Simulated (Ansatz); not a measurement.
Given:

MgS (rock salt, Fm-3m), a = b = c = 5.182 Å, α = β = γ = 90.00°; the cell used has 2 atoms.

This is the PBEsol-relaxed structure.

Task: All from DFT-PBEsol in the program Ansatz with PAW potentials, unless another level is named. Estimate the hole effective mass, band 3 of 3 at the edge.

Result: 0.25 along [100], 0.20 along [110], 0.19 along [111] (mₑ).

Task: Give the formation energy from the elements (no fitted shifts).

Result: -1.49 eV/atom.

Task: And the conduction-band minimum?

Result: at X (3 equivalent valleys).

The PBEsol relaxation kept the symmetry of its start. The references are the lowest solids computed at this level, not always the standard phases.

Potentials: the earlier of the program's two PAW sets. The files were generated under PBE; for other functionals the program regenerates the frozen cores, and for LDA and PBEsol the local potential too.

Edges and masses are those of Kohn–Sham bands, whose gap is no quasiparticle gap.
